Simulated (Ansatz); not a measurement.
KCdF₃: clamped-ion strain scan

All numbers below come from Ansatz 0.2.0, DFT LDA, scalar-relativistic, plane waves, PAW. The runs took a 420 eV cutoff, a Γ-centred 6×6×6 mesh and Gaussian smearing (0.05 eV). No spin polarisation. Energies are free energies at this smearing, counted from the undisturbed cell; pressure is positive in compression.

Reference structure (as given, not relaxed at this level; it stands at -3.5 GPa, and it needn't be the usual structure):

```xyz
5
Lattice="4.3821 0.0000 0.0000 0.0000 4.3821 0.0000 0.0000 0.0000 4.3821" Properties=species:S:1:pos:R:3 pbc="T T T"
K     0.0000    0.0000    0.0000
Cd    2.1910    2.1910    2.1910
F     0.0000    2.1910    2.1910
F     2.1910    0.0000    2.1910
F     2.1910    2.1910    0.0000
```

The cell is strained by ε times the Voigt pattern (1, 1, 0, 0, 0, 0) (xx, yy, zz, yz, xz, xy; engineering shear) with fractional coordinates fixed.

Over the sampled range (-0.0400 to 0.0400), is the undisturbed cell the lowest point?

No: the energy is lower at ε = -0.0200, -8.3 in ΔE (meV/atom).

Which end lies higher in energy, -0.0400 or +0.0400?

+0.0400: 50.3 against -1.2.

Does the gap on the k-mesh survive along the scan?

It is 2.81 eV at the start and stays between 2.66 and 2.81 eV.

The scan:

```
      ε  ΔE (meV/atom)
-0.0400           -1.2
-0.0300           -6.9
-0.0200           -8.3
-0.0100           -5.9
 0.0000            0.0
 0.0100            8.9
 0.0200           20.4
 0.0300           34.3
 0.0350           42.0
 0.0400           50.3
```

Symmetry holds off the tilts and polar distortions that many cubic perovskites undergo.